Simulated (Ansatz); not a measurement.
Data:

TiBe₁₂:
```xyz
13
Lattice="-3.6651 3.6651 2.0698 3.6651 -3.6651 2.0698 3.6651 3.6651 -2.0698" Properties=species:S:1:pos:R:3 pbc="T T T"
Ti     0.0000     0.0000     0.0000
Be     1.8326     1.8326    -1.0349
Be     1.8326    -1.8326     1.0349
Be     1.8326     1.8326     1.0349
Be    -1.8326     1.8326     1.0349
Be     0.0000     2.5758     0.0000
Be     0.0000     4.7545     0.0000
Be     4.7545     0.0000     0.0000
Be     2.5758     0.0000     0.0000
Be     3.6651     2.0737     0.0000
Be     0.0000     1.5914     2.0698
Be     1.5914     0.0000     2.0698
Be     2.0737     3.6651     0.0000
```

This is the r²SCAN-relaxed structure. Tensor components refer to the Cartesian frame of this cell.

**Question.** All from r²SCAN (plane waves, PAW; program Ansatz), unless another level is named. Estimate the Poisson's ratio.

**Answer.** 0.09.

**Question.** Give the elastic constants (relaxed ions, GPa).

**Answer.** C11 = 371, C12 = -8.2, C13 = 30.0, C33 = 313, C44 = 139, C66 = 125.

**Question.** What about the highest zone-centre frequency?

**Answer.** 865 cm⁻¹.

Space group I4/mmm. The first step of the workflow began from a Materials Project structure, measured or hypothetical; the Crystallography Open Database copy checked does not list it. Whether it is the stable phase at ambient conditions was not checked. Symmetry was held in the r²SCAN relaxation; its stability against distortions is not shown here. The run is not spin-polarised. As this level gives no gap, shear constants depend on the k-mesh and smearing (Fermi–Dirac, 0.1 eV here). As this level gives no gap, phonon frequencies hold no LO–TO term and depend on the k-mesh and smearing (Fermi–Dirac, 0.1 eV here). On the denser mesh and wider smearing of the elastic run this cell carries a stress of 0.6 GPa.

Potentials: the later of the program's two PAW sets.
